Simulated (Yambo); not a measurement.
BSE-type run in Yambo on Li3VS4 (space group P-43m, No. 215), at finite momentum (a q point of the mesh, 0.92 1/Å).

Quantum ESPRESSO step (LDA, PseudoDojo standard norm-conserving files, scalar-relativistic):
```
&CONTROL
  calculation = 'nscf'
  pseudo_dir = './pseudo'
  outdir = './out'
/
&SYSTEM
  ibrav = 0
  nat = 8
  ntyp = 3
  ecutwfc = 84.0
  ecutrho = 336.0
  occupations = 'fixed'
  force_symmorphic = .true.
  nbnd = 104
/
&ELECTRONS
  conv_thr = 8e-09
  diago_full_acc = .true.
  diago_thr_init = 1e-08
/
ATOMIC_SPECIES
Li 6.9400 Li.upf
S 32.0600 S.upf
V 50.9415 V.upf
CELL_PARAMETERS angstrom
  5.933060000000   0.000000000000   0.000000000000
  0.000000000000   5.933060000000   0.000000000000
  0.000000000000   0.000000000000   5.933060000000
ATOMIC_POSITIONS crystal
Li   0.000000000000   0.000000000000   0.500000000000
Li   0.500000000000   0.000000000000   0.000000000000
Li   0.000000000000   0.500000000000   0.000000000000
S   0.209000000000   0.209000000000   0.209000000000
S   0.209000000000   0.791000000000   0.791000000000
S   0.791000000000   0.791000000000   0.209000000000
S   0.791000000000   0.209000000000   0.791000000000
V   0.000000000000   0.000000000000   0.000000000000
K_POINTS automatic
4 4 4 0 0 0
```

Yambo input:
```
rim_cut
optics
bse
bss
dipoles
em1s
RandQpts= 1000000
RandGvec= 1 Ry
FFTGvecs= 40 Ry
Chimod= "HARTREE"
BSKmod= "SEX"
BSEmod= "resonant"
BSSmod= "hs"
BSENGexx= 15 Ry
BSENGBlk= 3 Ry
% KfnQP_E
 2.496 | 1.0 | 1.0 |
%
% BSEQptR
 10 | 10 |
%
% BSEBands
 12 | 29 |
%
% BEnRange
 0.0 | 9.7 | eV
%
% BDmRange
 0.15 | 0.15 | eV
%
BEnSteps= 194
% BLongDir
 1.0 | 0.0 | 0.0 |
%
BSHayTrs= -0.02
BSSNEig= 24
WRbsWF
% BndsRnXs
 5 | 99 |
%
NGsBlkXs= 3 Ry
% LongDrXs
 1.0 | 1.0 | 1.0 |
%
```

From the report:

The dimension is k points × valence × conduction bands = 64 × 12 × 6 = 4608.
```
   [SLEPC] Approach                          : Krylov-Schur
   [SLEPC] Number of requested eigenvalues   :  24
   [SLEPC] Number of eigenvalues        [NEV]:  24
    [K] Dimension                                    :   4608
    [K] Bands                                        :  12  29
    [K] Exchange res                                 : yes
    [K] Correlation res                              : yes
    [K] W interaction is bare                        : no
    [K] RL vectors exchange                          :  1365
    [K] RL vectors correlation                       :  147
    [W] Matrix size                                  :  147
    [W] Bands                                        :    5   99
    [W] Coulomb Cutoff                               : none
    [W] Hxc Kernel                                   : HARTREE
```
Lowest eigenvalues (eV; in brackets the number of states within 2 meV): 2.80 (3), 3.04 (1), 3.05 (2), 3.72 (1), 3.74 (3), 3.81 (1). They depend on the mesh, which isn't converged, and on the G0W0 scissor.

Geometry of the Materials Project entry, not relaxed at this level.

The structure is a Materials Project entry; no match was found in the copy of COD used, and its stability was not checked.

The runs are not spin-polarised; magnetic order was not tried.
